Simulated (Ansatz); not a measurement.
WO$_{3}$:
```xyz
8
Lattice="7.5153 0.0000 0.0000 0.0000 3.7743 0.0000 0.0000 0.0000 3.9144" Properties=species:S:1:pos:R:3 pbc="T T T"
W      5.6364     0.0000     0.2527
W      1.8788     0.0000     3.6617
O      1.8788     1.8871     3.8649
O      5.6364     1.8871     0.0495
O      5.6364     0.0000     2.0122
O      1.8788     0.0000     1.9022
O      3.7576     0.0000     0.0000
O      0.0000     0.0000     0.0000
```

DFT-PBEsol in the program Ansatz with PAW potentials gives a gap of 0.59 eV without spin–orbit coupling, maximum at T, minimum at Γ.

Question: What happens when spin–orbit coupling is switched on?

Answer: The gap shrinks by 0.04 eV, to 0.55 eV; maximum at T, minimum at Γ.

Question: Give the electron effective mass with spin–orbit coupling.

Answer: 0.16, 0.16, 6.6 mₑ (principal values).

Space group Pmma. The first step of the workflow began from a Materials Project structure, measured or hypothetical; the Crystallography Open Database copy checked does not list it. COD files the formula under space group No. 2, 14, 62, 129, 130, 191, so this cell is another polymorph or a model. Whether it is the stable phase at ambient conditions was not checked. Symmetry was held in the PBEsol relaxation. At this level the phase is dynamically unstable (imaginary phonons). The run is not spin-polarised. No Hubbard U is applied.

Potentials: the later of the program's two PAW sets.
